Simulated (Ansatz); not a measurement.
The relaxed structure here is a generated cell of CeO2: the first start was made by placing the elements on the sites of a structure type, and the end was not matched to a known phase here, so it may be hypothetical. Known forms of CeO2 include space group No. 225.

A relaxed structure of CeO₂. Calculation: r2SCAN (plane waves to 500 eV, PAW, scalar-relativistic; Ansatz, a first-principles code).

```
CELL_PARAMETERS angstrom
     -1.66030     1.66030     3.33026
      1.66030    -1.66030     3.33026
      1.66030     1.66030    -3.33026
ATOMIC_POSITIONS crystal
  Ce 0.00000 0.00000 0.00000
  O  0.33420 0.33420 0.00000
  O  0.66580 0.66580 0.00000
```

Question: Find the space group and the Wyckoff positions (tolerance 0.01 Å).

Answer: Space group I4/mmm (No. 139); a = b = 3.321 Å, c = 6.661 Å, α = β = γ = 90.00°

| atom | site | symmetry | x | y | z |
|---|---|---|---|---|---|
| Ce | 2a | 4/mmm | 0.0000 | 0.0000 | 0.0000 |
| O | 4e | 4mm | 0.0000 | 0.0000 | 0.3342 |

Question: Give the shortest distances between elements (the closest pairs, up to four, under 3.6 Å).

Answer: O–O 2.21 Å; Ce–O 2.23 Å; Ce–Ce 3.32 Å.

| Quantity | Value |
|---|---|
| Volume per atom | 12.24 Å³ |
| Density | 7.78 g/cm³ |
| Band gap | no gap on the sampled points, where the bands overlap only slightly; such a result is sensitive to mesh and level |
| Magnetic moment | zero (the starting moments vanished) |

No spin polarisation in the result: the starting moments vanished. The d or f electrons are treated with no Hubbard U. The f-shell occupation is the one the SCF fell into and was not checked against other states.

The run could not lose the symmetry of its start, so the end can be a saddle point.
